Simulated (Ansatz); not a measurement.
Free-standing sheets of TiGe2N4, MA2Z4 (octahedral core, outer Z over the far inner Z)-type layer and W2CCl2, M2XT2 MXene (fcc sites)-type layer are relaxed with r²SCAN+D4 (plane waves, PAW; program Ansatz), and their levels computed with HSE06. Aligned at the vacuum level, what band offsets and what type of junction result?

TiGe2N4: VBM -6.88, CBM -5.02 eV; W2CCl2: VBM -4.17, CBM -3.67 eV. Valence offset 2.71 eV (W2CCl2 higher), conduction offset 1.36 eV (TiGe2N4 lower): type III (broken gap).

Mismatch of the primitive lattice constants: 3.041 against 3.367 Å, 9.7 %.

Natural alignment of Kohn–Sham levels: no interface dipole, strain or quasiparticle shift.

All cells were relaxed under the symmetry of their starts (and spin orders); stability against distortions was not tested throughout. Rows with no word on spin ran without spin polarisation. Scalar-relativistic: spin–orbit coupling is off unless named, which matters more the heavier the elements. Constructed layers (a layer type filled with these elements): TiGe2N4, MA2Z4 (octahedral core, outer Z over the far inner Z)-type layer; W2CCl2, M2XT2 MXene (fcc sites)-type layer.

Potentials: the later of the program's two PAW sets.
